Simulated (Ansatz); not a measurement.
Ru$_{2}$C in space group P4/nmm (No. 129; Ru on 2a, Ru on 2c, C on 2c), the program Ansatz at the r²SCAN level (PAW), all energies at zero smearing, with the estimated change up to a 700 eV cutoff added, with one set of potentials and settings (totals compare only within such a set). Cell of 6 atoms (4 Ru, 2 C): -24063.183 eV.

| element | reference phase | E (eV/atom) |
|---|---|---|
| Ru | P6_3/mmc, 2 atoms in the cell | -5890.7404 |
| C | P6_3/mmc, 4 atoms in the cell | -251.6688 |

Formation energy per atom, worked out: (-24063.183 − 4×(-5890.7404) − 2×(-251.6688))/6 = 0.519 eV/atom (50 kJ per mol of atoms), at 0 K, without zero-point energy or fitted corrections.

A made-up cell: these elements were put on the sites of a structure type; neither database checked (COD, Materials Project) lists it. Whether it is the stable phase at ambient conditions was not checked. Symmetry was held in the r²SCAN relaxation; its stability against distortions is not shown here. No spin polarisation was allowed. The references are the lowest solids computed at this level, not always the standard phases.

Potentials: the earlier of the program's two PAW sets.
